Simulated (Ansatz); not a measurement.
Level of theory: Ansatz, DFT PBE, scalar-relativistic, plane waves, PAW. Settings: cutoff 420 eV, Γ-centred meshes spaced at most about 0.3 Å⁻¹, and about 0.25 Å⁻¹ or finer for metals (2π included), Gaussian smearing. No spin polarisation in the final relaxations.

All energies are static (0 K, no zero-point motion).

Compare these two cells of ScRu3, each relaxed at this level.

A.

```
Sc Ru
1.0
     3.65529    2.11038    2.68928
    -3.65529    2.11038    2.68928
     0.00000   -4.22077    2.68928
Sc Ru
2 6
Direct
  0.67589 0.67589 0.67589
  0.32411 0.32411 0.32411
  0.17848 0.62813 0.86680
  0.86680 0.17848 0.62813
  0.37187 0.13320 0.82152
  0.82152 0.37187 0.13320
  0.13320 0.82152 0.37187
  0.62813 0.86680 0.17848
```

B.

```
Sc Ru
1.0
     4.98925    0.00000    0.00000
     0.00000    4.98925    0.00000
     0.00000    0.00000    4.98925
Sc Ru
2 6
Direct
  0.00000 0.00000 0.00000
  0.50000 0.50000 0.50000
  0.25000 0.00000 0.50000
  0.50000 0.75000 0.00000
  0.75000 0.00000 0.50000
  0.50000 0.25000 0.00000
  0.00000 0.50000 0.75000
  0.00000 0.50000 0.25000
```

Problem. Which would you expect to be lower, and how large is the difference?

Solution. A is lower, by 162 meV/atom. A has space group R-3 (No. 148), 15.6 Å³/atom and no gap on its mesh; B has the A15 type, space group Pm-3n (No. 223), 15.5 Å³/atom and no gap. Counting all near atoms (those within 1.25 times the shortest distance at each site; a plus sign parts nearer from farther groups), A has Sc 13, Ru 11 and B has Sc 12, Ru 2+12. In A, around Sc lie 6 Ru at 2.66–2.73 Å, 1 Sc at 2.84 Å, 3 Ru at 2.91 Å and 3 Ru at 3.18 Å; Ru has 7 Ru at 2.62–2.80 Å, 2 Sc at 2.66–2.73 Å, 1 Sc at 2.91 Å and 1 Sc at 3.18 Å. In B, around Sc lie 12 Ru at 2.79 Å; Ru has 2 Ru at 2.49 Å, 4 Sc at 2.79 Å and 8 Ru at 3.06 Å. Both come from invented guesses.

Cells relaxed within their symmetry can be saddle points. The R-3 cell of ScRu3 came from shaking the Pm-3n one.
